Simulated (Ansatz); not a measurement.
S:
```yaml
crystal:
  lattice:
    - [5.45717, 3.15070, 1.47857]
    - [-5.45717, 3.15070, 1.47857]
    - [0.00000, -6.30140, 1.47857]
  atoms:
    - { symbol: S, position: [0.24607, 0.14201, 0.91141] }
    - { symbol: S, position: [0.91141, 0.24607, 0.14201] }
    - { symbol: S, position: [0.14201, 0.91141, 0.24607] }
    - { symbol: S, position: [0.75393, 0.85799, 0.08859] }
    - { symbol: S, position: [0.08859, 0.75393, 0.85799] }
    - { symbol: S, position: [0.85799, 0.08859, 0.75393] }
```

This is the r²SCAN-relaxed structure. Cartesian axes are those of the cell as given.

### Question
All from DFT-r²SCAN in the program Ansatz with PAW potentials, unless another level is named. Estimate the smallest direct gap on the standard path.

### Answer
2.41 eV.

### Question
And the band gap?

### Answer
2.32 eV (indirect).

### Question
Next, the conduction-band minimum?

### Answer
off the standard path, at k = (0.234, 0.208, -0.276).

### Question
Next, the valence-band maximum?

### Answer
at T.

Space group R-3. The workflow started from an entry of the Crystallography Open Database (COD), which files this formula under 8 space groups. It is not the phase usual at ambient conditions (space group No. 70). The r²SCAN relaxation kept the symmetry of its start; whether a distortion lowers the energy is not shown. A crystal of weakly bound molecules computed without a dispersion correction: the cell and the soft elastic constants depend strongly on that.

Potentials: the later of the program's two PAW sets.
